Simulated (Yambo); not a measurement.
```
CELL_PARAMETERS angstrom
      2.67206     0.00000     0.00000
     -1.33603     2.31407     0.00000
      0.00000     0.00000     4.33863
ATOMIC_POSITIONS crystal
  Be 0.33333 0.66667 0.99986
  Be 0.66667 0.33333 0.49986
  O  0.33333 0.66667 0.37764
  O  0.66667 0.33333 0.87764
```

Workflow: norm-conserving PBEsol (Quantum ESPRESSO, 88 Ry, no spin-orbit coupling), then G0W0 in Yambo (6×6×4 Γ-centred k mesh, bands 3 to 66 and a 10 Ry block in the screening, 66 bands in G with the Bruneval-Gonze terminator, plasmon pole fitted at 27.2 eV).

Task: Give the PBEsol and G0W0 gaps between the band edges found on this mesh, and say where the edges lie.

Result: Edges: Γ → Γ. PBEsol: 7.81 eV; G0W0: 10.61 eV. Convergence of the G0W0 settings was not tested. 

Geometry strained from the cell relaxed with PBEsol, atoms relaxed again.
